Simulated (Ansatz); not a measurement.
### Question
Band gap from LDA minus that from r²SCAN (eV), each on its own relaxed cell (Ansatz, an electronic-structure program, plane waves, PAW; no spin–orbit coupling, no Hubbard U), over 15 phases of the class «oxides of main-group metals»: what sign and size do you expect?

### Answer
Mean -0.61 eV, median -0.65 eV, mean absolute 0.61 eV; eight in ten lie between -0.77 and -0.44 eV, and 0 % are above zero.

Some cases that may be named, with their rank among the 15 from the lowest: SiO2, P4_12_12 (Si on 4a, O on 8b) -0.79 eV (rank 2); CaO, rock salt -0.75 eV (rank 3); SrO, rock salt -0.68 eV (rank 7); MgO, rock salt -0.65 eV (rank 8); ZnO, wurtzite -0.44 eV (rank 14); ZnCdO2, P3m1 (Zn on 1a, Cd on 1c, O on 1c, O on 1a) -0.43 eV (rank 15).

The phases are those computed here (of each formula those with measured values and the lowest at some level), not a balanced benchmark, and neither functional is the truth. Pairs that end in unlike spin orders or unlike minima (c/a over 6 % apart, 30 % for weakly bound crystals), magnets with 4f shells, solids of gases and phases set aside for tests are left out.

2 are weakly bound layers, chains or molecules. 1 relaxed far from the usual cell at some level.

Standing as an ambient phase not checked: ZnCdO2, P3m1 (Zn on 1a, Cd on 1c, O on 1c, O on 1a). All cells were relaxed under the symmetry of their starts (and spin orders); stability against distortions was not tested throughout. Spin–orbit coupling is left out wherever it is not named.

Potentials: the later of the program's two PAW sets.

Ansatz is a plane-wave DFT program.
